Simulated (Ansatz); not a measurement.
# Fixed-spin-moment curve of Eu₃Ag (Pm-3m)

Geometry: a structure from the Materials Project; nothing is relaxed.

Functional, mesh and filling: LDA, 6×6×6 k mesh, Fermi–Dirac smearing of 0.08 eV. PAW means Ansatz 0.2.0 on its default frozen-core files; LAPW is all-electron LAPW in Ansatz 0.2.0. Site moments are integrated in spheres about the atoms, whose radii differ between the methods.

The first input and its command:

```yaml
crystal:
  lattice:
    - [5.103738, 0.0, 0.0]
    - [0.0, 5.103738, 0.0]
    - [0.0, 0.0, 5.103738]
  atoms:
    - { symbol: Eu, position: [0.0, 0.5, 0.5], spin: 7.0 }
    - { symbol: Eu, position: [0.5, 0.0, 0.5], spin: 7.0 }
    - { symbol: Eu, position: [0.5, 0.5, 0.0], spin: 7.0 }
    - { symbol: Ag, position: [0.0, 0.0, 0.0] }
magnetization:
  spin_polarized: true
kpoints:
  mp_grid: { grid: [6, 6, 6] }
scf:
  occupations: { method: fermi_dirac, width: 0.08 }
hamiltonian:
  xc: lda
  pseudopotentials: { kind: paw }
output:
  forces: true
  stress: true
  eigenvalues: true
  populations: true
  dos: { projected: true, de: 0.1, e_range: [-8, 5] }
  write_density: true
  write_potential: true
  elf: true
  volumetric_format: npy
```

Command: `ansatz run input.yaml --threads 2 --pin off --max-ram 6144MiB --backend cpu --events-out ev --progress --plain --runs-dir out`

The input for «total moment held at 24.55 μB» by PAW differs from it in these lines, output keys apart:

```diff
-    - { symbol: Eu, position: [0.0, 0.5, 0.5], spin: 7.0 }
-    - { symbol: Eu, position: [0.5, 0.0, 0.5], spin: 7.0 }
-    - { symbol: Eu, position: [0.5, 0.5, 0.0], spin: 7.0 }
+    - { symbol: Eu, position: [0.0, 0.5, 0.5], spin: 8.183 }
+    - { symbol: Eu, position: [0.5, 0.0, 0.5], spin: 8.183 }
+    - { symbol: Eu, position: [0.5, 0.5, 0.0], spin: 8.184 }
+  initial_magnetization: 24.55
+  spin_locking: { lock_magnetization: hard }
```

The input for «total moment held at 27.89 μB» by LAPW differs from it in these lines, output keys apart:

```diff
-    - { symbol: Eu, position: [0.0, 0.5, 0.5], spin: 7.0 }
-    - { symbol: Eu, position: [0.5, 0.0, 0.5], spin: 7.0 }
-    - { symbol: Eu, position: [0.5, 0.5, 0.0], spin: 7.0 }
+    - { symbol: Eu, position: [0.0, 0.5, 0.5], spin: 9.297 }
+    - { symbol: Eu, position: [0.5, 0.0, 0.5], spin: 9.297 }
+    - { symbol: Eu, position: [0.5, 0.5, 0.0], spin: 9.296 }
+  initial_magnetization: 27.89
+  spin_locking: { lock_magnetization: hard }
-  pseudopotentials: { kind: paw }
+  pseudopotentials: { kind: all_electron, lapw: { basis_error: 0.001 } }
```

The total moment M of the cell is held by giving each spin its own Fermi level. Half their difference over μB is the field that would hold M, so μB·B = dF/dM. Energies count from each method's free run. The held moment starts on the atoms that carry the free run's moments.

**Question.** Does the cell keep a net moment when the moments are free, and how does its energy change with a held moment?

**Answer.** The free run ends with M = 22.31 μB per cell. 
```csv
M (μB/cell),ΔF PAW (meV/cell),ΔF LAPW (meV/cell),"B, PAW (T)","largest site moment, PAW (μB)","pressure, PAW (GPa)"
20.08,+345.2,+347.3,-4800,6.72,-3.9
24.55,+488.4,+486.7,+8529,7.43,-4.1
27.89,+4182.6,+4180.4,+35807,7.84,-1.7
33.47,+35042.1,–,+151458,8.13,3.5
```

Against an unpolarised PAW run, spin polarisation gains 4928.7 meV per atom; the pressure goes from -8.3 to -4.0 GPa.

Separate runs put a uniform field on the spins (g = 2):

```
field (T)  M PAW (μB/cell)  M LAPW (μB/cell)
      300           22.392                 –
      600           22.473            22.477
```

The PAW files were made with PBE; the program remakes their cores once for the run's functional and then keeps them frozen. Without U a semilocal functional puts the f levels too near the Fermi level, which can change moments and the order of magnetic states; site and cell moments are spin moments. Spin–orbit coupling is left out although heavy atoms are present. With open f shells a run can end in a state that isn't the lowest. None of this fixes the real material's magnetic order: only patterns that fit the cell were computed, at zero temperature, with a functional that can overstate moments. Left out because they would open the f shell, whose fillings are many: PAW, total moment held at 0 μB; PAW, total moment held at 7.36 μB; PAW, total moment held at 14.95 μB.
